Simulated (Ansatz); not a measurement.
BaHfO3:
```
BaHfO3
1.0
    4.17711     0.00000     0.00000
    0.00000     4.17711     0.00000
    0.00000     0.00000     4.17711
Ba Hf O
1 1 3
Cartesian
  2.08855   2.08855   2.08855
  0.00000   0.00000   0.00000
  0.00000   2.08855   0.00000
  2.08855   0.00000   0.00000
  0.00000   0.00000   2.08855
```

Tensor components refer to the Cartesian frame of this cell.

Question: Give the high-frequency dielectric tensor and the Born effective charge tensors of the independent atoms from DFPT, DFT-r²SCAN in the program Ansatz with PAW potentials.

Answer: 
ε∞:
```
4.34  0.00  0.00
0.00  4.34  0.00
0.00  0.00  4.34
```
Z* of atom 1 (Ba), rows: field, columns: displacement, in e:
```
2.73  0.00  0.00
0.00  2.73  0.00
0.00  0.00  2.73
```
Z* of atom 2 (Hf), rows: field, columns: displacement, in e:
```
5.76  0.00  0.00
0.00  5.76  0.00
0.00  0.00  5.76
```
Z* of atom 3 (O), rows: field, columns: displacement, in e:
```
-2.00   0.00   0.00
 0.00  -4.50   0.00
 0.00   0.00  -2.00
```

Static charges for comparison (Bader): Ba1 +1.58, Hf2 +2.68, O3 -1.42 e. Born charges measure polarisation by displacement and can exceed these by far.

Space group Pm-3m (cubic perovskite). The r²SCAN relaxation kept the symmetry of its start; phonons on a q-mesh show no instability. The run is not spin-polarised. Spin–orbit coupling is left out wherever it is not named.

Potentials: the later of the program's two PAW sets.
